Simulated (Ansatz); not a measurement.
## YSi: computed property card

YSi:
Space group Pm-3m (No. 221); a = b = c = 3.5380 Å, α = β = γ = 90.00°

| atom | site | symmetry | x | y | z |
|---|---|---|---|---|---|
| Y | 1a | m-3m | 0.0000 | 0.0000 | 0.0000 |
| Si | 1b | m-3m | 0.5000 | 0.5000 | 0.5000 |

Space group Pm-3m (No. 221), CsCl type; conventional cell a = b = c = 3.538 Å, α = β = γ = 90.00°.

Method: DFT-PBE in the program Ansatz with PAW potentials. The cell and atoms are relaxed at this level. Other levels are named where they apply.

**Cell and energy**

Volume per atom: 22.14 Å³
Density: 4.39 g/cm³
Formation energy from the elements (no fitted shifts): -0.43 eV/atom

**Electronic structure**

- Electronic character: metallic (no gap)
- Density of states at the Fermi level: 1.2 states/eV per atom (mean over ±0.08 eV)
- Gap with spin–orbit coupling: none (metallic)

**Mechanics**

* **Bulk modulus (Birch–Murnaghan fit)**: 73.6 GPa
* **Pressure derivative B′**: 3.9
* **Elastic constants (relaxed ions, GPa)**: C11 = 12.2, C12 = 105, C44 = -32.4
* **Mechanical stability**: unstable (C has a negative eigenvalue)

**Phonons**

* **Highest zone-centre frequency**: 197 cm⁻¹
* **Zone-centre stability**: no imaginary mode at Γ

**Charges**

- Bader charges: Y +1.43, Si -1.43 e

A made-up cell: these elements were put on the sites of a structure type; neither database checked (COD, Materials Project) lists it. Whether it is the stable phase at ambient conditions was not checked. Symmetry was held in the PBE relaxation. No spin polarisation was allowed. As this level gives no gap, shear constants depend on the k-mesh and smearing (Fermi–Dirac, 0.1 eV here). As this level gives no gap, phonon frequencies hold no LO–TO term and depend on the k-mesh and smearing (Fermi–Dirac, 0.1 eV here). The references are the lowest solids computed at this level, not always the standard phases. Spin–orbit coupling is left out wherever it is not named.

Potentials: the later of the program's two PAW sets.
